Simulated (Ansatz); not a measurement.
All numbers below come from DFT PBE, scalar-relativistic, plane waves, PAW (Ansatz). All cells share a 420 eV cutoff and Γ-centred k meshes spaced about 0.3 Å⁻¹ or finer (0.25 for metals, 2π included). No spin polarisation.

Relaxed structures of Ge2Sb2O, with energies over the first row. Coordination counts Ge or Sb atoms around O (for each partner element, those within 1.25 times its shortest distance or 1.15 times the sum of covalent radii, where it is the nearest in units of that sum or under 1.3).

```json
{"#": "1", "form": "Cmc2_1", "sites": "Ge 8b; Sb 8b; O 4a", "V (Å³/atom)": "27.3", "coordination": "O 2", "ΔE (meV/atom)": "0"}
{"#": "2", "form": "Imm2", "sites": "Ge 4d; Sb 4d; O 2b", "V (Å³/atom)": "28.1", "coordination": "O 2", "ΔE (meV/atom)": "4"}
{"#": "3", "form": "P4_2/mnm", "sites": "Ge 4f; Sb 4d; O 2b", "V (Å³/atom)": "29.5", "coordination": "O 2", "ΔE (meV/atom)": "121"}
```

A further structure, relaxed alike:

Space group P-3m1 (No. 164). a = 4.198 Å, b = 4.198 Å, c = 9.294 Å, α = 90.00°, β = 90.00°, γ = 120.00°
```
atom  site  symmetry       x       y       z
  Ge    2c       3m. 0.0000  0.0000  0.1920
  Sb    2d       3m. 0.6667  0.3333  0.6795
   O    1a      -3m. 0.0000  0.0000  0.0000
```

Q: Place it among the others.

A: It is the lowest, 26 meV/atom below row 1, with space group P-3m1 (No. 164) and 28.4 Å³/atom. Counting Ge or Sb atoms around O, this cell and row 1 both have O 2. Ge is surrounded by 1 O at 1.78 Å and 3 Sb at 2.70 Å; Sb has 3 Ge at 2.70 Å; O has 2 Ge at 1.78 Å.

For metals, differences of a few meV/atom aren't resolved. No dispersion correction is applied, so the spacing and binding between layers, chains or molecules are poorly described (P-3m1), and this can change margins and order among such cells. These runs have no spin–orbit coupling, which can matter for Sb. The further cell has imaginary phonons (to 96i cm⁻¹), so it is a saddle point at this level. Other cells relaxed within their symmetry can be saddle points. Some structure types and database cells were kept out of the candidates from the start, so a known form may be missing.
